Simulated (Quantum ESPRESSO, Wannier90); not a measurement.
# Wannierisation of W (bcc (W type))

```
begin unit_cell_cart
ang
   -1.5851600000    1.5851600000    1.5851600000
    1.5851600000   -1.5851600000    1.5851600000
    1.5851600000    1.5851600000   -1.5851600000
end unit_cell_cart
begin atoms_frac
W    0.0000000000  0.0000000000  0.0000000000
end atoms_frac
```

Structure: Materials Project mp-91, symmetrised, not relaxed again. This is the element's usual structure. Level: PBEsol, spinors with spin-orbit coupling; pw.x of Quantum ESPRESSO at 60 Ry with PseudoDojo potentials, 10×10×10 k-points, Wannier90. Density: 18×18×18 mesh, cold smearing 0.01 Ry.

A tight-binding model is made by disentanglement and projection with no localisation steps (num_iter = 0), so the 18 orbitals stay atom-like: hydrogen-like W: s;p;d, axes along x, y, z; frozen window up to 3.00 eV relative to the Fermi level. It follows pw.x to 4.0 meV rms for states up to 1.0 eV relative to the Fermi level. Matrix elements depend on this choice of orbitals and windows.

Q: What are the on-site energies relative to the Fermi level, and how fast do the hoppings decay?

A: 
| atom | orbitals | energy (eV) |
|---|---|---|
| W1 | s↑ s↓ | 6.06 |
| W1 | pz↑ pz↓ px↑ px↓ py↑ py↓ | 13.56 |
| W1 | dz2↑ dz2↓ dx2-y2↑ dx2-y2↓ | 0.48 |
| W1 | dxz↑ dxz↓ dyz↑ dyz↓ dxy↑ dxy↓ | 1.01 |

| distance of the centres (Å) | largest modulus (eV) |
|---|---|
| 2–3 | 1.2 |
| 3–4 | 2.7 |
| 4–5 | 0.081 |
| 5–6 | 0.40 |
| 6–7 | 0.093 |
| 7–8 | 0.042 |
| 8–9 | 0.032 |
| 9–10 | 0.025 |
| 10–11 | 0.010 |

Effective spin-orbit constants λ of λ L·S, from the same-site elements px↑–py↑ (λ/2) and dx2-y2↑–dxy↑ (λ), where they are among the larger elements: W1 p 1.6 eV.
